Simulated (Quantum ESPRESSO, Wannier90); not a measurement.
## InAgTe2 (P-4m2), plane waves to Wannier functions

Cell from Materials Project (mp-1223798), symmetrised, no further relaxation. Not found in the COD (Crystallography Open Database) copy used, which has the formula in other groups; not checked further. Method: PBEsol plane waves in Quantum ESPRESSO 7.5 (PseudoDojo norm-conserving files, 66 Ry, spinors with spin-orbit coupling), Bloch states on a 4×4×4 mesh through Γ, Wannier90 4.0.1. Density: 8×8×6 mesh, cold smearing 0.01 Ry. With spin-orbit coupling a semilocal functional can close or falsely invert a small gap; the band order was not checked against a better method. The gap is small at this level and was sampled on the meshes and a path alone.

On the energy scale of pw.x, whose zero is arbitrary, the valence-band maximum lies at 7.61 eV.

Input w.win:

```
num_bands = 8
num_wann = 8
exclude_bands = 1-8,17-104
spinors = true
num_iter = 1000
conv_tol = 1.0e-6
conv_window = 4
write_hr = true
write_u_matrices = true
auto_projections = true
begin unit_cell_cart
ang
    4.5631200000    0.0000000000    0.0000000000
    0.0000000000    4.5631200000    0.0000000000
    0.0000000000    0.0000000000    6.5394700000
end unit_cell_cart
begin atoms_frac
In   0.5000000000  0.5000000000  0.5000000000
Ag   0.0000000000  0.0000000000  0.0000000000
Te   0.0000000000  0.5000000000  0.2432900000
Te   0.5000000000  0.0000000000 -0.2432900000
end atoms_frac
mp_grid = 4 4 4
begin kpoints
0.0000000000 0.0000000000 0.0000000000
0.0000000000 0.0000000000 0.2500000000
0.0000000000 0.0000000000 0.5000000000
... (61 more lines: the 4x4x4 mesh through Gamma)
end kpoints
```

Input of pw2wannier90.x that gives the overlap and projection files (equivalent; here they were cut from one run over all bands):

```
&inputpp
  outdir = './out'
  prefix = 'pwscf'
  seedname = 'w'
  write_amn = .true.
  write_mmn = .true.
  scdm_proj = .true.
  scdm_entanglement = 'isolated'
/
```

Output w.wout (banner and timings cut):

```
                                    ------
                                    SYSTEM
                                    ------

                              Lattice Vectors (Ang)
                    a_1     4.563120   0.000000   0.000000
                    a_2     0.000000   4.563120   0.000000
                    a_3     0.000000   0.000000   6.539470

                   Unit Cell Volume:     136.16526  (Ang^3)

                        Reciprocal-Space Vectors (Ang^-1)
                    b_1     1.376949   0.000000   0.000000
                    b_2     0.000000   1.376949   0.000000
                    b_3     0.000000   0.000000   0.960810

 *----------------------------------------------------------------------------*
 |   Site       Fractional Coordinate          Cartesian Coordinate (Ang)     |
 +----------------------------------------------------------------------------+
 | in   1   0.50000   0.50000   0.50000   |    2.28156   2.28156   3.26973    |
 | ag   1   0.00000   0.00000   0.00000   |    0.00000   0.00000   0.00000    |
 | te   1   0.00000   0.50000   0.24329   |    0.00000   2.28156   1.59099    |
 | te   2   0.50000   0.00000  -0.24329   |    2.28156   0.00000  -1.59099    |
 *----------------------------------------------------------------------------*
                                ------------
                                K-POINT GRID
                                ------------

             Grid size =  4 x  4 x  4      Total points =   64

 *---------------------------------- MAIN ------------------------------------*
 |  Number of Wannier Functions               :                 8             |
 |  Number of Objective Wannier Functions     :                 8             |
 |  Number of input Bloch states              :                 8             |
 |  Output verbosity (1=low, 5=high)          :                 1             |
 |  Timing Level (1=low, 5=high)              :                 1             |
 |  Optimisation (0=memory, 3=speed)          :                 3             |
 |  Length Unit                               :               Ang             |
 |  Post-processing setup (write *.nnkp)      :                 F             |
 |  Using Gamma-only branch of algorithms     :                 F             |
 *----------------------------------------------------------------------------*
 *------------------------------- WANNIERISE ---------------------------------*
 |  Total number of iterations                :              1000             |
 |  Number of CG steps before reset           :                 5             |
 |  Trial step length for line search         :             2.000             |
 |  Convergence tolerence                     :         0.100E-05             |
 |  Convergence window                        :                 4             |
 |  Iterations between writing output         :                 1             |
 |  Iterations between backing up to disk     :               100             |
 |  Write r^2_nm to file                      :                 F             |
 |  Write xyz WF centres to file              :                 F             |
 |  Write on-site energies <0n|H|0n> to file  :                 F             |
 |  Use guiding centre to control phases      :                 F             |
 |  Use phases for initial projections        :                 F             |
 *----------------------------------------------------------------------------*
 *-------------------------------- PLOTTING ----------------------------------*
 |  Plotting Hamiltonian in WF basis          :                 T             |
 *----------------------------------------------------------------------------*

 *---------------------------------- K-MESH ----------------------------------*
 +----------------------------------------------------------------------------+
 |                    Distance to Nearest-Neighbour Shells                    |
 |                    ------------------------------------                    |
 |          Shell             Distance (Ang^-1)          Multiplicity         |
 |          -----             -----------------          ------------         |
 |             1                   0.240202                      2            |
 |             2                   0.344237                      4            |
 |             3                   0.419758                      8            |
 |             4                   0.480405                      2            |
 |             5                   0.486825                      4            |
 |             6                   0.542859                      8            |
 |             7                   0.591006                      8            |
 |             8                   0.683950                      8            |
       ... (lines left out)
 +----------------------------------------------------------------------------+
 | The b-vectors are chosen automatically                                     |
 | The following shells are used:                       1,  2                 |
 +----------------------------------------------------------------------------+
 |                        Shell   # Nearest-Neighbours                        |
 |                        -----   --------------------                        |
 |                          1               2                                 |
 |                          2               4                                 |
 +----------------------------------------------------------------------------+
 | Completeness relation is fully satisfied [Eq. (B1), PRB 56, 12847 (1997)]  |
 +----------------------------------------------------------------------------+
 |                  b_k Vectors (Ang^-1) and Weights (Ang^2)                  |
 |                  ----------------------------------------                  |
 |            No.         b_k(x)      b_k(y)      b_k(z)        w_b           |
 |            ---        --------------------------------     --------        |
 |             1         0.000000    0.000000    0.240202     8.665934        |
 |             2         0.000000    0.000000   -0.240202     8.665934        |
 |             3         0.000000    0.344237    0.000000     4.219432        |
 |             4         0.344237    0.000000    0.000000     4.219432        |
 |             5         0.000000   -0.344237    0.000000     4.219432        |
 |             6        -0.344237    0.000000    0.000000     4.219432        |
 +----------------------------------------------------------------------------+
 |                           b_k Directions (Ang^-1)                          |
 |                           -----------------------                          |
 |            No.           x           y           z                         |
 |            ---        --------------------------------                     |
 |             1         0.000000    0.000000    0.240202                     |
 |             2         0.000000    0.344237    0.000000                     |
 |             3         0.344237    0.000000    0.000000                     |
 +----------------------------------------------------------------------------+

 Starting a new Wannier90 calculation ...

 Reading overlaps from w.mmn

 Reading projections from w.amn

 *------------------------------- WANNIERISE ---------------------------------*
 +--------------------------------------------------------------------+<-- CONV
 | Iter  Delta Spread     RMS Gradient      Spread (Ang^2)            |<-- CONV
 +--------------------------------------------------------------------+<-- CONV

 ------------------------------------------------------------------------------
 Initial State
  WF centre and spread    1  ( -2.281472,  0.000334, -1.591962 )     0.33310608
  WF centre and spread    2  (  0.000334, -2.281472,  1.591962 )     0.33310608
  WF centre and spread    3  ( -2.281581, -0.000102, -1.592379 )     0.33332939
  WF centre and spread    4  ( -0.000102, -2.281581,  1.592379 )     0.33332939
  WF centre and spread    5  ( -2.281537, -0.000315, -1.591816 )     0.33302063
  WF centre and spread    6  ( -0.000315, -2.281537,  1.591816 )     0.33302063
  WF centre and spread    7  (  2.281471,  0.000083, -1.591775 )     0.33293293
  WF centre and spread    8  (  0.000083,  2.281471,  1.591775 )     0.33293293
  Sum of centres and spreads ( -4.563120, -4.563120, -0.000000 )     2.66477807

      0     0.266E+01     0.0000000000        2.6647780724  <-- CONV
        O_D=      0.0000002 O_OD=      0.0008680 O_TOT=      2.6647781 <-- SPRD
 ------------------------------------------------------------------------------
      1    -0.156E-05     0.0026974663        2.6647765116  <-- CONV
        O_D=      0.0000001 O_OD=      0.0008666 O_TOT=      2.6647765 <-- SPRD
      2    -0.416E-06     0.0011964484        2.6647760958  <-- CONV
        O_D=      0.0000000 O_OD=      0.0008663 O_TOT=      2.6647761 <-- SPRD
      3    -0.153E-06     0.0007408004        2.6647759433  <-- CONV
        O_D=      0.0000000 O_OD=      0.0008661 O_TOT=      2.6647759 <-- SPRD
      4    -0.395E-07     0.0003974496        2.6647759038  <-- CONV
        O_D=      0.0000000 O_OD=      0.0008661 O_TOT=      2.6647759 <-- SPRD
      5    -0.949E-08     0.0001957822        2.6647758943  <-- CONV
        O_D=      0.0000000 O_OD=      0.0008661 O_TOT=      2.6647759 <-- SPRD
             <<<     Delta < 1.000E-06  over  4 iterations     >>>
             <<< Wannierisation convergence criteria satisfied >>>
 Final State
  WF centre and spread    1  ( -2.281472,  0.000334, -1.591962 )     0.33310578
  WF centre and spread    2  (  0.000334, -2.281472,  1.591962 )     0.33310578
  WF centre and spread    3  ( -2.281581, -0.000102, -1.592379 )     0.33332921
  WF centre and spread    4  ( -0.000102, -2.281581,  1.592379 )     0.33332921
  WF centre and spread    5  ( -2.281537, -0.000315, -1.591816 )     0.33302029
  WF centre and spread    6  ( -0.000315, -2.281537,  1.591816 )     0.33302029
  WF centre and spread    7  (  2.281471,  0.000083, -1.591775 )     0.33293267
  WF centre and spread    8  (  0.000083,  2.281471,  1.591775 )     0.33293267
  Sum of centres and spreads ( -4.563120, -4.563120, -0.000000 )     2.66477589

         Spreads (Ang^2)       Omega I      =     2.663909824
        ================       Omega D      =     0.000000000
                               Omega OD     =     0.000866070
    Final Spread (Ang^2)       Omega Total  =     2.664775894
```
